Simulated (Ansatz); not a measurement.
K (bcc (W type)), relaxed with LDA (Ansatz, an electronic-structure program, plane waves, PAW): a = b = c = 5.046 Å, α = β = γ = 90.00°.

**Question.** The same phase is relaxed and computed with r²SCAN+D4 in the same code. What is the cell now?

**Answer.** a = 5.325 Å, b = 5.325 Å, c = 5.325 Å, α = 90.00°, β = 90.00°, γ = 90.00°.

All cells were relaxed under the symmetry of their starts (and spin orders); stability against distortions was not tested throughout.

Potentials: the later of the program's two PAW sets.

Ansatz is a plane-wave DFT program.
